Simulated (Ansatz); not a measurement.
C:
Space group P4₂/mmc (No. 131); a = b = 2.5917 Å, c = 5.9661 Å, α = β = γ = 90.00°

| atom | site | symmetry | x | y | z |
|---|---|---|---|---|---|
| C | 2e | -4m2 | 0.0000 | 0.0000 | 0.2500 |
| C | 4i | 2mm. | 0.5000 | 0.0000 | 0.1114 |

Relaxed at zero pressure with plane-wave PAW r²SCAN (Ansatz code).

Question: The volume is raised by 6 % and shape and atoms relax at that volume. What pressure results, and how do the axes share the change?

Answer: -17.2 GPa; a 2.3 %, b 2.3 %, c 1.3 %; the energy rises by 23 meV/atom.

Question: Give the new structure.

Answer: 
Space group P4₂/mmc (No. 131); a = b = 2.651 Å, c = 6.042 Å, α = β = γ = 90.00°

```json
[
 {"atom": "C", "site": "2e", "symmetry": "-4m2", "x": "0.0000", "y": "0.0000", "z": "0.2500"},
 {"atom": "C", "site": "4i", "symmetry": "2mm.", "x": "0.5000", "y": "0.0000", "z": "0.1109"}
]
```

The phase is kept; no other phase was compared at this pressure.

Space group P4_2/mmc. The start of the workflow was typed in or built on a structure type; neither database checked (COD, Materials Project) lists it. It is not the phase usual at ambient conditions (space group No. 194, 227). The cell was relaxed with r²SCAN under the symmetry of its start; its stability against distortions is not shown here.

Potentials: the later of the program's two PAW sets.
